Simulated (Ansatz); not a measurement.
**Surface calculation: bcc Mo (110), 5 layers**

The slab is cut from the bcc crystal, the stable phase, as relaxed on PAW files (15.06 Å³/atom), with 16 Å of vacuum and a dipole correction:

```xyz
5
Lattice="2.6943 0.0000 0.0000 -0.8981 2.5402 0.0000 0.0000 0.0000 24.7996" Properties=species:S:1:pos:R:3 pbc="T T T"
Mo    0.0000    0.0000    8.0000
Mo    0.8981    1.2701   10.1999
Mo    0.0000    0.0000   12.3998
Mo    0.8981    1.2701   14.5997
Mo    0.0000    0.0000   16.7996
```

Level of theory: DFT with LDA, scalar-relativistic, in Ansatz 0.2.0; a Γ-centred 13×13×1 k mesh, Fermi–Dirac smearing of 0.05 eV, no spin polarisation. LAPW: all electrons, basis error target 1 meV/atom; PAW: frozen-core files, cutoff 420 eV.

The bulk energy comes from a cell in the slab's orientation on a 13×13×8 mesh. The surface energy is (E(slab) − N·E(bulk))/2A at zero smearing, the mean of both faces; thin slabs carry quantum-size effects.

The PAW files were made under PBE.

Question: As cut, the LAPW slab lies 2.853 eV above 5 atoms of bulk. What surface energy is that?

Answer: Over two faces of 6.84 Å² it is 208.5 meV/Å², and times 16.02 J/m² per eV/Å² that gives γ = 3.340 J/m².

| method | γ as cut (J/m²) | γ relaxed (J/m²) | Φ as cut (eV) | Φ relaxed (eV) |
| --- | --- | --- | --- | --- |
| LAPW | 3.340 | ? | ? | 4.82 |

Question: Give the missing entry: row "LAPW", column "Φ as cut (eV)".

Answer: 4.94.

Question: Give the missing entry: row "LAPW", column "γ relaxed (J/m²)".

Answer: 3.255.

Question: How do the spacings between the planes relax?

Answer: From the bottom face up: d12 -4.6 % of 2.200 Å, d23 +0.5 % of 2.200 Å, d34 +0.5 % of 2.200 Å, d45 -4.6 % of 2.200 Å.

Question: What changes if the vacuum is set to 7 Å?

Answer: LAPW then gives: no gap, work function 4.47 (top) and 4.60 (bottom) eV; PAW: no gap, work function 4.22 (top) and 4.40 (bottom) eV. The program warns that the vacuum is too thin.

Question: A field of 0.1 V/Å is applied along the normal, atoms held. What follows?

Answer: LAPW finds an induced dipole of 0.0477 e·Å a cell (PAW 0.0476), that is 12.60 Å for 4πα over the area, against 8.62 Å between the outer atoms.

Question: A 3d core hole is made on one atom of each kind in every 1×1 cell (PAW hole dataset, neutral cell, valence without spin). What does it cost by layer?

Answer: layer 1 227.05 eV, layer 2 227.38 eV, layer 3 227.32 eV. Shifts between layers mean more than the absolute values, and a whole layer of holes screens otherwise than one hole.
